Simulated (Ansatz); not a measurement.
## NaB (Fm-3m), two-dimensional strain map

All numbers below come from DFT PBE, scalar-relativistic, plane waves, PAW (Ansatz 0.2.0). Cutoff 420 eV, Γ-centred 16×16×16 k-points, Gaussian smearing of 0.15 eV. No spin polarisation. Energies are free energies at this smearing, counted from the undisturbed cell; pressure is positive in compression.

The starting cell (as given, not relaxed at this level; it stands at 0.2 GPa, and it needn't be the usual structure):

```
Na B
1.0
     0.00000    2.68387    2.68387
     2.68387    0.00000    2.68387
     2.68387    2.68387    0.00000
Na B
1 1
Direct
  0.00000 0.00000 0.00000
  0.50000 0.50000 0.50000
```

The cell is strained by p along both x and y and by q along z, fractional coordinates fixed. Points are written (p, q).

Energy above the undisturbed cell in meV/atom (a dash: not computed):

| p \ q | -0.030 | 0.000 | 0.030 |
| --- | --- | --- | --- |
| -0.030 | 16.2 | 10.7 | 13.6 |
| 0.000 | 5.3 | 0.0 | 3.2 |
| 0.030 | 11.7 | 6.5 | – |

Pressure in GPa:

```
 p \ q  -0.030  0.000  0.030
-0.030     3.1    2.1    1.3
 0.000     1.1    0.2   -0.5
 0.030    -0.3   -1.2      –
```